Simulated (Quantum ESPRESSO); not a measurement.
Band energies of SnO₂

```
CELL_PARAMETERS angstrom
      4.76648     0.00000     0.00000
      0.00000     4.76648     0.00000
      0.00000     0.00000     3.21206
ATOMIC_POSITIONS crystal
  O  0.80630 0.80630 0.50000
  O  0.19370 0.19370 0.50000
  O  0.30630 0.69370 0.00000
  O  0.69370 0.30630 0.00000
  Sn 0.00000 0.00000 0.00000
  Sn 0.50000 0.50000 0.50000
```

norm-conserving PBE (stringent potentials; Quantum ESPRESSO, 102 Ry, without SOC); path ΓXMΓZRAZ,XR,MA; energies in eV from the valence-band maximum.

| k (1/Å) | point | band 30 | band 31 | band 32 | band 33 | band 34 | band 35 | band 36 | band 37 |
|---|---|---|---|---|---|---|---|---|---|
| 0.00 | Γ | -1.27 | -1.27 | -0.75 | -0.75 | 0.00 | 1.03 | 5.96 | 6.25 |
| 0.22 |  | -1.30 | -1.26 | -1.24 | -0.73 | -0.13 | 1.74 | 5.72 | 6.37 |
| 0.66 | X | -1.94 | -1.21 | -1.21 | -0.61 | -0.61 | 4.22 | 4.22 | 7.00 |
| 1.10 |  | -1.94 | -1.31 | -1.31 | -0.81 | -0.81 | 4.51 | 4.51 | 7.31 |
| 1.32 | M | -1.93 | -1.34 | -1.34 | -0.88 | -0.88 | 4.61 | 4.61 | 7.40 |
| 1.50 |  | -1.84 | -1.34 | -1.30 | -0.86 | -0.80 | 4.34 | 4.73 | 7.31 |
| 1.69 |  | -1.67 | -1.32 | -1.23 | -0.82 | -0.60 | 3.61 | 5.04 | 7.06 |
| 2.06 |  | -1.27 | -1.23 | -1.17 | -0.76 | -0.10 | 1.57 | 5.77 | 6.40 |
| 2.25 | Γ | -1.27 | -1.27 | -0.75 | -0.75 | 0.00 | 1.03 | 5.96 | 6.25 |
| 2.45 |  | -1.64 | -1.64 | -0.72 | -0.72 | -0.08 | 1.71 | 6.16 | 6.67 |
| 2.84 |  | -2.77 | -2.46 | -0.91 | -0.91 | -0.67 | 4.19 | 6.73 | 8.72 |
| 3.03 |  | -2.79 | -2.06 | -1.12 | -1.11 | -1.11 | 5.19 | 6.49 | 8.99 |
| 3.23 | Z | -2.62 | -1.60 | -1.60 | -1.22 | -1.22 | 5.95 | 5.95 | 9.64 |
| 3.39 |  | -2.27 | -1.54 | -1.54 | -1.21 | -1.21 | 5.98 | 5.98 | 9.30 |
| 3.72 |  | -1.71 | -1.14 | -1.14 | -0.87 | -0.87 | 6.16 | 6.16 | 8.16 |
| 3.89 | R | -1.71 | -1.05 | -1.05 | -0.73 | -0.73 | 6.22 | 6.22 | 7.94 |
| 4.05 |  | -1.61 | -1.02 | -1.02 | -0.82 | -0.82 | 5.87 | 5.87 | 8.22 |
| 4.22 |  | -1.50 | -1.01 | -1.01 | -0.94 | -0.94 | 5.28 | 5.28 | 8.61 |
| 4.55 | A | -2.41 | -0.94 | -0.94 | -0.80 | -0.80 | 4.67 | 4.67 | 8.85 |
| 4.86 |  | -1.13 | -1.10 | -1.08 | -1.01 | -0.90 | 5.08 | 5.33 | 8.25 |
| 5.17 |  | -1.41 | -1.40 | -1.39 | -1.27 | -1.12 | 5.73 | 6.21 | 8.20 |
| 5.32 |  | -2.08 | -1.55 | -1.54 | -1.24 | -1.19 | 5.90 | 6.05 | 9.06 |
| 5.48 | Z | -2.62 | -1.60 | -1.60 | -1.22 | -1.22 | 5.95 | 5.95 | 9.64 |
| 5.48 | X | -1.94 | -1.21 | -1.21 | -0.61 | -0.61 | 4.22 | 4.22 | 7.00 |
| 5.80 |  | -1.74 | -1.43 | -1.43 | -0.71 | -0.71 | 4.81 | 4.81 | 7.92 |
| 6.13 |  | -1.61 | -1.12 | -1.12 | -0.83 | -0.83 | 5.79 | 5.79 | 8.46 |
| 6.29 |  | -1.68 | -1.06 | -1.06 | -0.77 | -0.77 | 6.10 | 6.10 | 8.08 |
| 6.46 | R | -1.71 | -1.05 | -1.05 | -0.73 | -0.73 | 6.22 | 6.22 | 7.94 |
| 6.46 | M | -1.93 | -1.34 | -1.34 | -0.88 | -0.88 | 4.61 | 4.61 | 7.40 |
| 6.78 |  | -2.77 | -0.96 | -0.96 | -0.86 | -0.86 | 4.84 | 4.84 | 8.10 |
| 7.11 |  | -2.51 | -0.86 | -0.86 | -0.82 | -0.82 | 4.85 | 4.85 | 8.94 |
| 7.43 | A | -2.41 | -0.94 | -0.94 | -0.80 | -0.80 | 4.67 | 4.67 | 8.85 |

The PBE gap is direct, 1.03 eV at Γ.

Spin-orbit splittings are left out.

Geometry relaxed with PBEsol.
